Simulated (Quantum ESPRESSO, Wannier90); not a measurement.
InAs (wurtzite), plane waves to Wannier functions

```xyz
4
Lattice="4.3114 0.0000 0.0000 -2.1557 3.7338 0.0000 0.0000 0.0000 7.0888" Properties=species:S:1:pos:R:3 pbc="T T T"
In    -2.1557     1.2446    -3.5402
In     2.1557    -1.2446     0.0042
As    -2.1557     1.2446    -0.8867
As     2.1557    -1.2446     2.6577
```

Materials Project entry mp-1007652; symmetrised, unrelaxed at this level. Not found in the COD (Crystallography Open Database) copy used, which has the formula in other groups; not checked further. Method: PBEsol plane waves in Quantum ESPRESSO 7.5 (PseudoDojo norm-conserving files, 68 Ry, spinors with spin-orbit coupling), Bloch states on a 4×4×4 mesh through Γ, Wannier90 4.0.1. Density: 12×12×6 mesh, cold smearing 0.01 Ry. With spin-orbit coupling a semilocal functional can close or falsely invert a small gap; the band order was not checked against a better method.

A tight-binding model is made by disentanglement and projection with no localisation steps (num_iter = 0), so the 32 orbitals stay atom-like: hydrogen-like In: s;p; As: s;p, axes along x, y, z; frozen window up to 1.50 eV relative to the Fermi level. It follows pw.x to 28 meV rms for states up to 1.0 eV relative to the Fermi level. Matrix elements depend on this choice of orbitals and windows.

The 30 largest hoppings ⟨m,0|H|n,R⟩ between different sites (one of each Hermitian pair; signs follow the real orbitals' lobes; the list may end inside a set of equal values):

```csv
m,n,R,distance of the centres (Å),t (eV),Im t (eV)
As3 pz↑,In1 pz↑,0 0 0,3.08,2.463,0.000
As3 pz↓,In1 pz↓,0 0 0,3.08,2.463,0.000
As4 pz↑,In2 pz↑,0 0 0,3.08,2.463,0.000
As4 pz↓,In2 pz↓,0 0 0,3.08,2.463,0.000
In2 py↑,As3 py↑,1 0 0,3.04,2.084,0.000
In2 py↓,As3 py↓,1 0 0,3.04,2.084,0.000
As4 py↑,In1 py↑,1 0 1,3.04,2.084,0.000
As4 py↓,In1 py↓,1 0 1,3.04,2.084,0.000
As3 pz↑,In1 s↑,0 0 0,2.80,2.066,0.000
As3 pz↓,In1 s↓,0 0 0,2.80,2.066,0.000
As4 pz↑,In2 s↑,0 0 0,2.80,2.066,0.000
As4 pz↓,In2 s↓,0 0 0,2.80,2.066,0.000
In2 s↑,As3 py↑,1 0 0,2.77,1.971,0.000
In2 s↓,As3 py↓,1 0 0,2.77,1.971,0.000
As4 py↑,In1 s↑,1 0 1,2.77,-1.971,0.000
As4 py↓,In1 s↓,1 0 1,2.77,-1.971,0.000
As3 s↑,In1 pz↑,0 0 0,2.94,-1.899,0.000
As3 s↓,In1 pz↓,0 0 0,2.94,-1.899,0.000
As4 s↑,In2 pz↑,0 0 0,2.94,-1.899,0.000
As4 s↓,In2 pz↓,0 0 0,2.94,-1.899,0.000
In2 py↑,As3 s↑,1 0 0,2.90,-1.801,0.000
In2 py↓,As3 s↓,1 0 0,2.90,-1.801,0.000
As4 s↑,In1 py↑,1 0 1,2.90,1.801,0.000
As4 s↓,In1 py↓,1 0 1,2.90,1.801,0.000
In1 s↑,As4 px↑,0 1 -1,2.72,1.707,0.003
In1 s↓,As4 px↓,0 1 -1,2.72,1.707,-0.003
As3 px↑,In2 s↑,0 1 0,2.72,-1.707,0.003
As3 px↓,In2 s↓,0 1 0,2.72,-1.707,-0.003
In2 s↑,As3 px↑,1 -1 0,2.72,1.707,-0.003
In2 s↓,As3 px↓,1 -1 0,2.72,1.707,0.003
```
